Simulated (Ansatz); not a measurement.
Starting cell, BN (wurtzite):

```
BN
1.0
    5.10906     0.00000     0.00000
   -1.27726     2.21229     0.00000
    0.00000     0.00000     4.22457
B N
4 4
Direct
  0.33333   0.33333   0.99991
  0.83333   0.33333   0.99991
  0.16667   0.66667   0.49991
  0.66667   0.66667   0.49991
  0.33333   0.33333   0.62529
  0.83333   0.33333   0.62529
  0.16667   0.66667   0.12529
  0.66667   0.66667   0.12529
```

A phonon eigenvector at M = (0.5, 0.0, 0.0) is frozen into this cell: atom i moves by Q times the vector below, so Q is the largest atomic displacement, in Å. The cell is held. (q is in reciprocal vectors of the primitive cell; the cell shown is doubled to hold the pattern.)

| atom | x | y | z |
|---|---|---|---|
| B1 | -0.443 | -0.256 | -0.859 |
| B2 | 0.443 | 0.256 | 0.859 |
| B3 | -0.443 | -0.256 | 0.859 |
| B4 | 0.443 | 0.256 | -0.859 |
| N5 | -0.087 | -0.050 | -0.781 |
| N6 | 0.087 | 0.050 | 0.781 |
| N7 | -0.087 | -0.050 | 0.781 |
| N8 | 0.087 | 0.050 | -0.781 |

All values below come from PBE (plane waves to 420 eV, PAW, scalar-relativistic; Ansatz, a program for electronic structure). k mesh 15×15×8 (Γ-centred), Fermi-Dirac smearing 0.05 eV. Energies are smeared free energies. BN was relaxed with its symmetry unable to fall. ΔE is measured from the undisplaced structure.

```json
[
 {"Q (Å)": "-0.2800", "ΔE (meV/cell)": "7239"},
 {"Q (Å)": "-0.2333", "ΔE (meV/cell)": "5115"},
 {"Q (Å)": "-0.1867", "ΔE (meV/cell)": "3320"},
 {"Q (Å)": "-0.1400", "ΔE (meV/cell)": "1888"},
 {"Q (Å)": "-0.0933", "ΔE (meV/cell)": "withheld"},
 {"Q (Å)": "-0.0467", "ΔE (meV/cell)": "212"},
 {"Q (Å)": "0.0000", "ΔE (meV/cell)": "0"},
 {"Q (Å)": "0.0467", "ΔE (meV/cell)": "212"},
 {"Q (Å)": "0.0933", "ΔE (meV/cell)": "withheld"},
 {"Q (Å)": "0.1400", "ΔE (meV/cell)": "1888"},
 {"Q (Å)": "0.1867", "ΔE (meV/cell)": "3320"},
 {"Q (Å)": "0.2333", "ΔE (meV/cell)": "5115"},
 {"Q (Å)": "0.2800", "ΔE (meV/cell)": "7239"}
]
```

**Question.** Fit an even polynomial form (powers 2, 4) to the given rows and predict ΔE at Q = -0.0933.

**Answer.** Least squares on the 11 given rows: ΔE = (97630)·Q² + (-67520)·Q⁴, in meV/cell with Q in Å; root-mean-square residual 0.7 meV/cell. At -0.0933 the fit gives 845 meV/cell; the calculation gives 845 meV/cell, the same to the digits shown. The quadratic term alone would give 850 meV/cell.

(A displaced cell: forces are minus the slopes of the energy, force constants its curvatures, and phonons follow from these.)
